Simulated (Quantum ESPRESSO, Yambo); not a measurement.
Levels of theory for the gap of MoF$_{6}$

MoF6 (space group Im-3m, No. 229): one geometry, one set of PBEsol (Quantum ESPRESSO, PseudoDojo norm-conserving, 84 Ry, scalar-relativistic) orbitals, self-energies from Yambo (2×2×2 Γ-centred k mesh, bands 2 to 187 and a 7 Ry block in the screening, 187 bands in G with the Bruneval-Gonze terminator, plasmon pole fitted at 27.2 eV).

The geometry is that of Materials Project entry mp-558836, symmetrised and not relaxed again.

```tsv
level	gap Γ → N (eV)	direct gap at N (eV)	rough Yambo cost
PBEsol (Quantum ESPRESSO)	4.31	4.39	–
exchange only (Hartree-Fock self-energy on PBEsol orbitals)	17.16	17.25	about 1/10 (6 states)
static COHSEX@PBEsol	9.77	9.83	within a factor of two (3 states)
G0W0@PBEsol, plasmon pole	8.66	8.74	1 (6 states)
G0W0@PBEsol, multipole fit to 8 frequencies, no terminator	8.51	8.60	within a factor of two (3 states)
G0W0@PBEsol, plasmon pole, no terminator	8.75	8.84	about 1/5 (3 states, screening reused)
```

Bare exchange has no screening and gives the widest gap; static COHSEX screens it but leaves out the frequency dependence, which G0W0 restores.

Costs are rough ratios of core time on shared machines.

Nearest settings tried, and what they do to the gap: 123 bands in G: +17 meV; 123 bands in W, 123 bands in G: +76 meV; 6 Ry block (225 vectors against 321): +59 meV. Not varied: mesh. So the settings aren't converged at that level. The k mesh is coarse.

Spin-orbit splittings are left out.

The structure is a Materials Project entry; no match was found in the copy of COD used, and its stability was not checked.
